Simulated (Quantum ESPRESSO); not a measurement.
## One change at a time to Pd2Pt2Re3Ti

All numbers below are calculated, not measured. They come from Quantum ESPRESSO 7.5, a public plane-wave density functional program. Each row is one single-point run on a made-up periodic cell of eight metal atoms, with elements, volume, strain and displacements drawn at random and not relaxed, so a cell may be unstable or far from any real phase. There is no spin polarisation or spin-orbit coupling.

Settings: PBE unless stated; PseudoDojo standard norm-conserving files; Fermi-Dirac width 0.25 eV, which means electrons at about 2900 K; cutoff 1143 eV; 5 x 5 x 5 k mesh shifted half a step off Gamma. E is the free energy of the whole cell (internal energy minus TS), so a -TS column is already part of it. Stress is positive in tension, and the pressure P is minus a third of its trace.

Checks: one run of this series was repeated at a higher cutoff and on a denser mesh, which moved values by no more than 0.006 eV, 0.04 GPa and 0.013 eV/Å, and a second program with other atomic files agreed on it to 2 % rms in force and 0.5 GPa in pressure. Known limits: the tin pseudopotential is less sure than most, with forces differing by about three percent from a second method on plain tin; heavy elements are run without spin-orbit coupling, which real alloys of them have; a spin test at this wide smearing found no moment, but such smearing suppresses magnetism that the real alloy may have.

The lattice is hexagonal close-packed, and the cell vectors in Å are (0.042, 0.020, 4.461); (5.641, 0.038, 0.053); (-2.788, 4.947, -0.005), a volume of 124.96 Å³ in run 1. The elements on sites 1 to 8 are Re Pt Pd Re Pd Ti Pt Re. Each later run makes one change to run 1 and keeps the rest. E is counted from run 1, and is n/a where other atomic files have another zero of energy.

```
run,change,V (Å³),P (GPa),-TS (eV),rms force (eV/Å),largest change of a force component (eV/Å),E (eV)
1,none,124.96,-7.23,-1.458,0.694,0.000,0.000
2,sites 1 and 7 exchanged,124.96,-7.48,-1.426,0.526,1.131,-0.188
3,all lengths scaled by +0.95 %,128.56,-13.09,-1.517,0.645,0.131,?
4,LDA in place of PBE,124.96,-21.14,-1.467,0.646,0.118,n/a
5,Sn on site 1,124.96,4.72,-1.368,0.807,1.400,n/a
6,site 2 moved by -0.13 Å along x,124.96,-5.94,-1.473,0.835,1.280,0.186
```

## Worked estimate

Along a uniform scaling dE = -P dV. The mean of the two pressures is -10.160 GPa and the volume changes by 3.60 Å³, with 160.2 GPa to one eV/Å³. The same two rows give -V dP/dV = 206 GPa for this cell with clamped atoms, which is not the bulk modulus of a real alloy.

## Withheld value

Question: what E should run 3 give?

The estimate is 0.228 eV. The calculation gave 0.229 eV.
